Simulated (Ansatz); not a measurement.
**MgCd3Se4: stable or not**

It was reached by relaxing an invented guess, and it needn't be the stable form of this composition.

Computed with DFT PBE, scalar-relativistic, plane waves, PAW (Ansatz 0.2.0). Plane waves to 420 eV, a 6×6×6 mesh through Γ for the 8-atom cell and 0.02 eV Gaussian smearing; no spin polarisation.

```yaml
crystal:
  lattice:
    - [6.14276, 0.00000, 0.00000]
    - [0.00000, 6.14276, 0.00000]
    - [0.00000, 0.00000, 6.14276]
  atoms:
    - { symbol: Mg, position: [0.00000, 0.00000, 0.00000] }
    - { symbol: Cd, position: [0.00000, 0.50000, 0.50000] }
    - { symbol: Cd, position: [0.50000, 0.00000, 0.50000] }
    - { symbol: Cd, position: [0.50000, 0.50000, 0.00000] }
    - { symbol: Se, position: [0.75532, 0.75532, 0.24468] }
    - { symbol: Se, position: [0.75532, 0.24468, 0.75532] }
    - { symbol: Se, position: [0.24468, 0.75532, 0.75532] }
    - { symbol: Se, position: [0.24468, 0.24468, 0.24468] }
```

The zero of energy is the elements' standard structures at the same level; no fitted shifts are applied.

**Question.** These tests were run: energy against the elements; random kick, then relaxation without symmetry; phonons at Γ; elastic tensor. What do they show?

**Answer.**

| test | result |
| --- | --- |
| energy against the elements | −0.786 eV/atom |
| random kick, then relaxation without symmetry | returns |
| phonons at Γ | lowest optical mode 43 cm⁻¹ |
| elastic tensor | least eigenvalue 18 GPa |

It fails none of these tests. Other phases of the system weren't compared here, so this isn't yet thermodynamic stability. Phonons away from Γ weren't computed.

The reference form of Se is held partly by dispersion forces, which this level lacks. The kick test ran on a coarse mesh. The run for the phonons used a 6×6×6 k mesh. The run for the elastic tensor used a 6×6×6 k mesh.
